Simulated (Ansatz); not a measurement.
Polymorphs of ZrAg, each relaxed with the program Ansatz at the PBE level (PAW):

A: Cmcm
a = 2.9138 Å, b = 11.5993 Å, c = 4.7786 Å, α = 90.00°, β = 90.00°, γ = 90.00°

```csv
atom,site,symmetry,x,y,z
Zr,4c,m2m,0.0000,0.3358,0.2500
Ag,4c,m2m,0.0000,0.0700,0.2500
```

B: rock salt (Fm-3m)
a = 5.668 Å, b = 5.668 Å, c = 5.668 Å, α = 90.00°, β = 90.00°, γ = 90.00°

| atom | site | symmetry | x | y | z |
|---|---|---|---|---|---|
| Ag | 4a | m-3m | 0.0000 | 0.0000 | 0.0000 |
| Zr | 4b | m-3m | 0.5000 | 0.5000 | 0.5000 |

**Question.** Rank these by energy per atom at 0 K (lowest first), as PBE gives it.

**Answer.** A (+0 meV/atom), B (+470 meV/atom)

Typed or built starts, not in the databases checked: A; B. All cells were relaxed under the symmetry of their starts (and spin orders); stability against distortions was not tested throughout. Rows with no word on spin ran without spin polarisation. Spin–orbit coupling is left out wherever it is not named.

Energies hold the estimated change up to a 700 eV cutoff; steps of a few meV lie near the error of the meshes.

Potentials: the earlier of the program's two PAW sets.
